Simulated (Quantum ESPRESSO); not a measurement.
# Computed records: TaAl5AgRu (simulated cell)

Computed with Quantum ESPRESSO 7.5. Calculation on a made-up metal alloy cell, not a measurement: no spin or spin-orbit, unrelaxed, 2900 K smearing, stress positive in tension, cell energy less fitted offsets; periodic Kohn-Sham density functional theory in plane waves with PseudoDojo standard norm-conserving scalar-relativistic pseudopotentials, each functional with its own files (v0.5 for PBE, v0.4.1 for LDA and PBEsol), eight atoms on drawn sites of a strained close-packed or body-centred lattice, each displaced and held fixed; the energy is the cell's free energy, ions and the entropy term -TS included, at the stated Fermi-Dirac width, less a fixed offset for each atom's element (shifted free energy); compositions with an open d shell lost a parallel starting moment in a cheaper test run, and other magnetic orders were not tried; an error bar is the largest change of its kind in a tighter rerun, never given below 0.002 eV, 0.02 GPa or 0.003 eV/angstrom, and covers cutoff and k-mesh only, not smearing or the files.

Common to all runs: lattice type face-centred cubic; functional pbe; cutoff 1143 eV; fermi dirac smearing 0.25 eV; electrons removed 0; k mesh 6 x 6 x 5 shifted half a step off Gamma on each axis.

Notes on all entries: heavy elements are run without spin-orbit coupling, which real alloys of them have; a spin test at this wide smearing found no moment, but such smearing suppresses magnetism that the real alloy may have; lattice, volume and sites are drawn at random and may be unstable or far from any real phase; energies are for the whole cell, less offsets fitted to these runs, so they are not formation energies; error bars: energy 0.0024 eV, stress 0.05 GPa, force 0.0051 eV/Å, from a tighter rerun of a related cell, whose elements or sites may differ.

(1) TaAl5AgRu (simulated cell)

```
TaAl5AgRu
1.0
      1.9339     3.9091     1.9852
      1.8906    -3.8628     1.9359
      3.9271    -0.0030    -4.0237
Al Ta Al Ag Al Ru
3 1 1 1 1 1
Direct
  -0.01197 -0.01636 0.00804
  -0.02035 0.00956 0.50732
  0.02887 0.48399 0.26443
  0.00678 0.49365 0.74526
  0.49819 0.03078 0.25998
  0.50998 -0.01588 0.73672
  0.47325 0.53517 -0.01515
  0.52111 0.51150 0.47556
```

* entropy term negative ts: -0.921 eV
* pressure: 13.05 GPa
* stress xx: -16.63 GPa
* stress yy: -11.86 GPa
* stress zz: -10.66 GPa
* stress yz: 1.7 GPa
* stress xz: -6.29 GPa
* stress xy: 1.69 GPa
* shifted free energy: 0.422 eV

Atoms:
```csv
atoms element,atom site,atom energy offset (eV)
Al,1,-63.26
Al,2,-63.26
Al,3,-63.26
Ta,4,-1771.44
Al,5,-63.26
Ag,6,-4218.03
Al,7,-63.26
Ru,8,-2750.51
```

Forces:
```csv
site,x (eV/Å),y (eV/Å),z (eV/Å)
1,0.162,0.13,0.356
2,-0.318,1.694,0.117
3,-0.49,-1.147,0.613
4,-0.424,-1.696,-0.474
5,-0.16,0.231,-0.129
6,1.002,-1.771,-0.199
7,0.767,2.326,-0.409
8,-0.538,0.232,0.124
```

(2) TaAl5AgRu (simulated cell)

```
TaAl5AgRu
1.0
      1.9339     3.9091     1.9852
      1.8906    -3.8628     1.9359
      3.9271    -0.0030    -4.0237
Al Ta Al Ag Al Ru
3 1 1 1 1 1
Direct
  -0.01197 -0.01636 0.00804
  -0.02035 0.00956 0.50732
  0.02887 0.48399 0.26443
  0.00678 0.49365 0.74526
  0.49819 0.03078 0.25998
  0.50998 -0.01588 0.73672
  0.47646 0.53188 -0.01515
  0.52111 0.51150 0.47556
```

Atoms:
```csv
atoms element,atom site,atom energy offset (eV)
Al,1,-63.26
Al,2,-63.26
Al,3,-63.26
Ta,4,-1771.44
Al,5,-63.26
Ag,6,-4218.03
Al,7,-63.26
Ru,8,-2750.51
```

(3) TaAl5AgRu (simulated cell)

```
TaAl5AgRu
1.0
      1.9339     3.9091     1.9852
      1.8906    -3.8628     1.9359
      3.9271    -0.0030    -4.0237
Al Ta Al Ag Al Ru
3 1 1 1 1 1
Direct
  -0.01197 -0.01636 0.00804
  -0.02035 0.00956 0.50732
  0.02887 0.48399 0.26443
  0.00678 0.49365 0.74526
  0.49819 0.03078 0.25998
  0.50998 -0.01588 0.73672
  0.49023 0.51778 -0.01514
  0.52111 0.51150 0.47556
```

Atoms:
```csv
atoms element,atom site,atom energy offset (eV)
Al,1,-63.26
Al,2,-63.26
Al,3,-63.26
Ta,4,-1771.44
Al,5,-63.26
Ag,6,-4218.03
Al,7,-63.26
Ru,8,-2750.51
```

(4) TaAl5AgRu (simulated cell)

```
TaAl5AgRu
1.0
      1.9339     3.9091     1.9852
      1.8906    -3.8628     1.9359
      3.9271    -0.0030    -4.0237
Al Ta Al Ag Al Ru
3 1 1 1 1 1
Direct
  -0.01197 -0.01636 0.00804
  -0.02035 0.00956 0.50732
  0.02887 0.48399 0.26443
  0.00678 0.49365 0.74526
  0.49819 0.03078 0.25998
  0.50998 -0.01588 0.73672
  0.49872 0.50908 -0.01514
  0.52111 0.51150 0.47556
```

Atoms:
```csv
atoms element,atom site,atom energy offset (eV)
Al,1,-63.26
Al,2,-63.26
Al,3,-63.26
Ta,4,-1771.44
Al,5,-63.26
Ag,6,-4218.03
Al,7,-63.26
Ru,8,-2750.51
```

To be estimated
1. Give the missing stress xz for TaAl5AgRu (simulated cell) (entry 2).
2. Estimate the stress yy of TaAl5AgRu (simulated cell) (entry 2).
3. TaAl5AgRu (simulated cell) (entry 2): stress xy?
4. TaAl5AgRu (simulated cell) (entry 2): pressure?
5. What stress yy does the calculation give for TaAl5AgRu (simulated cell) (entry 3)?
6. Give the missing stress xz for TaAl5AgRu (simulated cell) (entry 3).
7. What shifted free energy does the calculation give for TaAl5AgRu (simulated cell) (entry 3)?
8. TaAl5AgRu (simulated cell) (entry 4): stress yz?
9. TaAl5AgRu (simulated cell) (entry 4): pressure?

Answers
1. -6.3 GPa
2. -11.71 GPa
3. 1.82 GPa
4. 12.85 GPa
5. -11.22 GPa
6. -6.31 GPa
7. 0.185 eV
8. 1.55 GPa
9. 11.96 GPa

Further results for TaAl5AgRu (simulated cell) (entry 2):

- entropy term negative ts: -0.92 eV
- stress xx: -16.31 GPa
- stress zz: -10.54 GPa
- stress yz: 1.68 GPa
- shifted free energy: 0.366 eV

Forces:
```csv
site,x (eV/Å),y (eV/Å),z (eV/Å)
1,0.169,0.13,0.363
2,-0.32,1.689,0.116
3,-0.489,-1.118,0.654
4,-0.318,-1.603,-0.445
5,-0.192,0.268,-0.148
6,0.994,-1.725,-0.261
7,0.686,2.118,-0.401
8,-0.53,0.24,0.123
```

Further results for TaAl5AgRu (simulated cell) (entry 3):

- entropy term negative ts: -0.916 eV
- pressure: 12.2 GPa
- stress xx: -15.14 GPa
- stress zz: -10.24 GPa
- stress yz: 1.61 GPa
- stress xy: 2.34 GPa

Forces:
```csv
site,x (eV/Å),y (eV/Å),z (eV/Å)
1,0.195,0.128,0.388
2,-0.328,1.669,0.11
3,-0.48,-0.993,0.809
4,0.075,-1.208,-0.303
5,-0.306,0.425,-0.252
6,0.948,-1.536,-0.491
7,0.39,1.242,-0.386
8,-0.494,0.274,0.126
```

Further results for TaAl5AgRu (simulated cell) (entry 4):

- entropy term negative ts: -0.914 eV
- stress xx: -14.59 GPa
- stress yy: -11.03 GPa
- stress zz: -10.26 GPa
- stress xz: -6.31 GPa
- stress xy: 2.63 GPa
- shifted free energy: 0.12 eV

Forces:
```csv
site,x (eV/Å),y (eV/Å),z (eV/Å)
1,0.208,0.126,0.402
2,-0.332,1.657,0.107
3,-0.468,-0.918,0.886
4,0.273,-0.971,-0.197
5,-0.361,0.522,-0.333
6,0.907,-1.424,-0.604
7,0.246,0.714,-0.39
8,-0.473,0.294,0.13
```
